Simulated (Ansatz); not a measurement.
C:
```cif
data_C16
_chemical_formula_sum 'C16'
_space_group_name_H-M_alt 'Imma'
_space_group_IT_number 74
_space_group_name_Hall '-I 2b 2'
_cell_length_a 4.87562
_cell_length_b 7.77701
_cell_length_c 3.26815
_cell_angle_alpha 90.000
_cell_angle_beta 90.000
_cell_angle_gamma 90.000
loop_
_atom_site_label
_atom_site_type_symbol
_atom_site_symmetry_multiplicity
_atom_site_Wyckoff_symbol
_atom_site_fract_x
_atom_site_fract_y
_atom_site_fract_z
_atom_site_occupancy
C1 C 8 g 0.25000 0.16158 0.25000 1
C2 C 8 h 0.00000 0.07293 0.12225 1
```
(The calculation used a cell of 8 atoms; values per cell refer to that cell.)

Relaxed with r²SCAN. The program Ansatz at the r²SCAN level (PAW) gives no gap.

Question: What gap does HSE06 give on the same cell (Ansatz, PAW)?

Answer: 0.25 eV. The hybrid was solved on a coarser mesh and at special points; the gap given is the minimum over both. On such a mesh it can open a false gap in a semimetal.

```
k   v1 r²SCAN  c1 r²SCAN    v1 HSE06    c1 HSE06
--  ---------  ---------  ----------  ----------
Γ       -0.97       0.62       -1.19        0.73
X       -0.62       2.07       -0.92        2.51
S       -1.30       1.36  (withheld)  (withheld)
R       -0.26       0.87  (withheld)  (withheld)
T       -1.55       1.83       -1.78        2.17
W       -2.22       2.59       -2.53        3.05
Σ0      -0.72       1.11  (withheld)  (withheld)
Λ0      -1.01       1.78  (withheld)  (withheld)
```

Question: Top valence (v1) and lowest conduction level (c1) in eV from each method's valence maximum (which need not be a listed point): supply the withheld HSE06 values.

Answer: 
- R, v1 HSE06: -0.38
- R, c1 HSE06: 1.18
- Λ0, v1 HSE06: -1.24
- Λ0, c1 HSE06: 2.20
- Σ0, v1 HSE06: -0.90
- Σ0, c1 HSE06: 1.42
- S, v1 HSE06: -1.53
- S, c1 HSE06: 1.67

Cost on shared cores: the r²SCAN run (SCF on a 15×15×15 mesh, then bands and DOS) roughly 6 core-minutes, the HSE06 run (SCF on 6×6×6, then a few points) around 5 core-minutes (rough); the tasks are unlike.

The start of the workflow was typed in or built on a structure type; neither database checked (COD, Materials Project) lists it. It is not the phase usual at ambient conditions (space group No. 194, 227). Symmetry was held in the r²SCAN relaxation; its stability against distortions is not shown here.

Potentials: the later of the program's two PAW sets.
